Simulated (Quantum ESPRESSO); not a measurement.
```cif
data_H4K2N2
_chemical_formula_sum 'H4 N2 K2'
_space_group_name_H-M_alt 'P21/m'
_space_group_IT_number 11
_space_group_name_Hall '-P 2yb'
_cell_length_a 4.54756
_cell_length_b 3.73932
_cell_length_c 6.18555
_cell_angle_alpha 90.000
_cell_angle_beta 95.309
_cell_angle_gamma 90.000
loop_
_atom_site_label
_atom_site_type_symbol
_atom_site_symmetry_multiplicity
_atom_site_Wyckoff_symbol
_atom_site_fract_x
_atom_site_fract_y
_atom_site_fract_z
_atom_site_occupancy
H1 H 4 f 0.70095 0.03903 0.13032 1
N1 N 2 e 0.72744 0.25000 0.23647 1
K1 K 2 e 0.22487 0.75000 0.30966 1
```

The geometry is that of Materials Project entry mp-24428, symmetrised and not relaxed again.

Problem. What does PBEsol (Quantum ESPRESSO, PseudoDojo norm-conserving, 84 Ry, no spin-orbit coupling) give for the electronic structure near the Fermi level?

Solution. The PBEsol gap is direct, 2.08 eV at Γ.
